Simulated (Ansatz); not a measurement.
Here is the system:

WS2:
```cif
data_S4W2
_chemical_formula_sum 'W2 S4'
_space_group_name_H-M_alt 'P63/mmc'
_space_group_IT_number 194
_space_group_name_Hall '-P 6c 2c'
_cell_length_a 3.17204
_cell_length_b 3.17204
_cell_length_c 12.55222
_cell_angle_alpha 90.000
_cell_angle_beta 90.000
_cell_angle_gamma 120.000
loop_
_atom_site_label
_atom_site_type_symbol
_atom_site_symmetry_multiplicity
_atom_site_Wyckoff_symbol
_atom_site_fract_x
_atom_site_fract_y
_atom_site_fract_z
_atom_site_occupancy
W1 W 2 c 0.33333 0.66667 0.25000 1
S1 S 4 f 0.66667 0.33333 0.12566 1
```

This is the r²SCAN+D4-relaxed structure.

All from the program Ansatz at the r²SCAN+D4 level (PAW), unless another level is named. Predict the hole effective mass with spin–orbit coupling.

0.63, 0.63, 0.74 mₑ (principal values).

What about the electron effective mass with spin–orbit coupling?

0.53, 0.56, 0.59 mₑ (principal values).

What about the smallest direct gap on the standard path?

1.89 eV.

Next, the band gap?

1.18 eV (indirect).

Predict the conduction-band minimum.

on the K–Γ line, 48 % of the way from K (6 equivalent valleys).

Space group P6_3/mmc. Symmetry was held in the r²SCAN+D4 relaxation; phonons on a q-mesh show no instability. The run is not spin-polarised. Scalar-relativistic: spin–orbit coupling is off unless named, which matters more the heavier the elements.

Potentials: the earlier of the program's two PAW sets.
